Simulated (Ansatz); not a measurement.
Starting cell, GaSb (zinc blende):

```yaml
crystal:
  lattice:
    - [0.00000, 6.21351, 6.21351]
    - [3.10675, 0.00000, 3.10675]
    - [3.10675, 3.10675, 0.00000]
  atoms:
    - { symbol: Sb, position: [0.37500, 0.75000, 0.75000] }
    - { symbol: Sb, position: [0.87500, 0.75000, 0.75000] }
    - { symbol: Ga, position: [0.00000, 0.00000, 0.00000] }
    - { symbol: Ga, position: [0.50000, 0.00000, 0.00000] }
```

Scan: atom 1 (Sb, nearest neighbour Ga at 2.691 Å; its periodic images, 4.4 Å or more away, move with it) is displaced along Cartesian z, direction (0.000, 0.000, 1.000) in Cartesian axes, by s. The other atoms stay.

The numbers are results of PBE (plane waves to 420 eV, PAW, scalar-relativistic; Ansatz, an electronic-structure program), not measurements. k mesh 11×11×11 (Γ-centred), Fermi-Dirac smearing 0.05 eV. Energies are smeared free energies. With partly filled bands, energies and forces of such displacements shift with the k mesh and the smearing. At this level the bands of GaSb touch or barely overlap; measurements give the solid a gap. GaSb was relaxed with its symmetry unable to fall. Spin-orbit coupling is left out, though Sb is heavy. ΔE is measured from the undisplaced structure.

The scan covers s from -0.810 to 0.810 Å in 11 points.

Q: Is this a single well or a double well?

A: A single well with its minimum at or next to zero displacement.

Q: What force acts on the atom along the line at s = -0.810 Å?

A: 4.00 eV/Å.

Q: What is the energy change at s = 0.810 Å?

A: 2071 meV/cell.

Q: What is the force constant k = d²E/ds² of this move at s = 0?

A: 7.72 eV/Å².

(A displaced cell: forces are minus the slopes of the energy, force constants its curvatures, and phonons follow from these.)
